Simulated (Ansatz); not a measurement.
Ansatz 0.2.0, settings compared: ZrBRu

The input file (Ansatz 0.2.0, plane waves):

```yaml
crystal:
  lattice:
    - [3.08024, 5.335132, 0.0]
    - [-3.08024, 5.335132, 0.0]
    - [0.0, 0.0, 3.384218]
  atoms:
    - { symbol: Ru, position: [0.248, 0.752, 0.0] }
    - { symbol: Ru, position: [0.752, 0.0, 0.0] }
    - { symbol: Ru, position: [0.0, 0.248, 0.0] }
    - { symbol: Zr, position: [0.58, 0.42, 0.5] }
    - { symbol: Zr, position: [0.42, 0.0, 0.5] }
    - { symbol: Zr, position: [0.0, 0.58, 0.5] }
    - { symbol: B, position: [0.0, 0.0, 0.5] }
    - { symbol: B, position: [0.3333, 0.3334, 0.0] }
    - { symbol: B, position: [0.6667, 0.6666, 0.0] }
  symmetry: { tolerance: 0.0003 }
kpoints:
  mp_grid: { grid: [4, 4, 5], shift: [0, 0, 0] }
magnetization:
  spin_polarized: false
scf:
  occupations: { method: cold, width: 0.1462 }
hamiltonian:
  pseudopotentials: { kind: paw }
  xc: pbesol
basis:
  ecutwfc: 420
output:
  forces: true
  stress: true
  eigenvalues: true
```

The command:

```bash
ansatz run input.yaml --threads 1 --pin off --max-ram 2560MiB --backend cpu --events-out ev --progress --plain --runs-dir out
```

Origin of the cell: a known structure type with other elements, at an estimated volume, so it need not be a known compound.

Output of this run (shortened):

```
Warning: the atoms were moved onto the symmetric positions of the space group found under crystal.symmetry.tolerance 3.0e-4 (fractional; no operation is sought that the atoms, as they stand i […]
Pseudopotentials: kind: paw
Pseudopotential: Ru, paw, valence charge 16, recommended cutoff 420 eV (normal), Ru.paw.azcp
Pseudopotential: Zr, paw, valence charge 12, recommended cutoff 420 eV (normal), Zr.paw.azcp
Pseudopotential: B, paw, valence charge 3, recommended cutoff 420 eV (normal), B.paw.azcp
Functional definition: PBEsol
  exchange = pbesol_x
  correlation = pbesol_c
Crystal: 9 atoms, lattice volume = 111.229 Å³
Basis set: ecut = 420 eV, 2213 PW (Γ), exchange–correlation on 90×90×48 points (8 copies of the dense FFT grid, shifted against one another)
Bands: 56, of which v1, the nominal top of the filled ones, is band 47 counted from 1 (46 counted from 0)
Symmetry: 12 space group operations
Space group: P-62m (ITA 189), of the structure as read, at distance tolerance 1.4e-3 Å
k-points: 12 of 80 (time reversal used)
[… 9 lines left out …]
Initial density: superposition of atomic densities (neutral atoms: chi_scale 0, normalization atom), corrected by the library's trained network
Functional: x = pbesol(κ = 0.804, μ = 0.123457), c = pbesol(β = 0.046)
SCF iter   1: F=—  HF=-30298.993579 eV  Δρ=1.10e-2  dr2=1.85e-1
SCF iter   2: F=—  HF=-30298.966096 eV  S|Δr|=    0.00e0  Δρ=4.39e-3  dr2=2.86e-2
SCF iter   3: F=—  HF=-30298.960738 eV  S|Δr|=    0.00e0  Δρ=7.72e-4  dr2=5.46e-4
SCF iter   4: F=—  HF=-30298.960642 eV  S|Δr|=    0.00e0  Δρ=1.33e-4  dr2=1.91e-5
SCF iter   5: F=—  HF=-30298.960672 eV  S|Δr|=    0.00e0  Δρ=2.99e-5  dr2=1.15e-6
SCF iter   6: F=-30298.960672 eV  HF=-30298.960672 eV  S|Δr|=    0.00e0  Δρ=7.84e-6  dr2=6.82e-8
SCF 1 converged in 6 iterations: F = -30298.960672 eV  dr2 = 6.82e-8
SCF converged after 6 iterations
Stability not checked: this state was not tested for a lower state beside it, because cold or Methfessel-Paxton smearing, or corrected tetrahedra, fill the levels in a way that the test cannot read (fill_not_monotonic; […]
Free energy (F): -30298.960672 eV
Harris-Foulkes:  -30298.960672 eV  (|F-HF|=3.99e-8)
Internal energy: -30298.966807 eV  (E = F + TS)
E sigma→0 (E₀):  -30298.962717 eV
Entropy (-TS):   0.006136 eV (0.682 meV/atom)
Fermi energy:    19.160208 eV
--- Per-component energies (eV) ---
  E_band       = -320.794415
  E_kinetic    = 2714.519103
  E_local      = -6266.194065  (includes V_loc(G=0)·N_el)
  E_nonlocal   = 1313.066458
  E_hartree    = 2129.089006
  E_xc         = -1158.622756
  E_vxc        = -1418.459797  (∫ρ·V_xc dr)
  E_paw        = -19126.259103  (= ΣΔE_a)
  E_vpaw       = -921.886623  (= ΣTr[D̂ρ^β])
  E_aug_tail   = -0.000512  (compensation charges beyond the density's cutoff)
  E_ewald      = -9905.866120
  E_core_change = 1.301182  (= ΣΔE_core)
  E_smearing   = 0.006136  (= −TS)
  Σ components = -30298.960672   (vs F -30298.960672, Δ=0.00e0)
--- Forces (eV/Å), atoms counted from 1 ---
  atom   1  Ru    -0.323473    -0.000000     0.000000
[… 3 lines left out …]
  atom   5  Zr    -0.379795    -0.657825     0.000000
  atom   6  Zr    -0.379795     0.657825     0.000000
  atom   7  B      0.000000    -0.000000     0.000000
  atom   8  B      0.000000     0.000000     0.000000
  atom   9  B      0.000000    -0.000000     0.000000
  max |Σ_I F_I| component: 2.22e-16 eV/Å
--- Stress (GPa, compression-positive) ---
       22.860517       0.000000       0.000000
        0.000000      22.860517       0.000000
        0.000000       0.000000      -0.669743
  P = ⅓ Tr σ = 15.0171 GPa (150.171 kbar)
```

The same input was run again with these changes:

1. `kpoints.mp_grid.grid` [4, 4, 5] → [3, 3, 3]
2. `scf.occupations.method` cold → gaussian; `scf.occupations.width` 0.1462 → 0.025
3. `hamiltonian.xc` pbesol → rpbe
4. `scf.n_extra_bands` default → 2; `scf.eigensolver.kind` default → davidson; `kpoints.mp_grid.grid` [4, 4, 5] → [5, 5, 6]

| run | end | SCF iterations | P (GPa) | max force component (eV/Å) | moment (μB) | ΔE(σ→0) (meV/atom) |
| --- | --- | --- | --- | --- | --- | --- |
| base | converged | 6 | 15.02 | 0.760 | – | 0 |
| 1 | converged | 6 | 14.17 | 0.672 | – | -31.57 |
| 2 | converged | 6 | 15.07 | 0.767 | – | -0.06 |
| 3 | converged | 6 | 26.19 | 0.772 | – | – |
| 4 | converged | 9 | 15.11 | 0.842 | – | 2.88 |

Energies are compared only where functional, datasets, charge and starting cell are the same.

Not properties of the system: run 1 (too coarse or loose: `kpoints.mp_grid.grid` = [3, 3, 3]).

Caveats of the base run: no moments, though an odd count or open d shells may carry them; the k mesh is coarse if the cell is a metal.

Run 3: forces of this functional can be a tenth off on datasets made under PBE.

Time of the base run: 7.6 s on 1 thread of Intel(R) Xeon(R) Platinum 8375C CPU @ 2.90GHz (Ice Lake), on a shared host, peak memory 0.43 GiB, from the program's own first density.
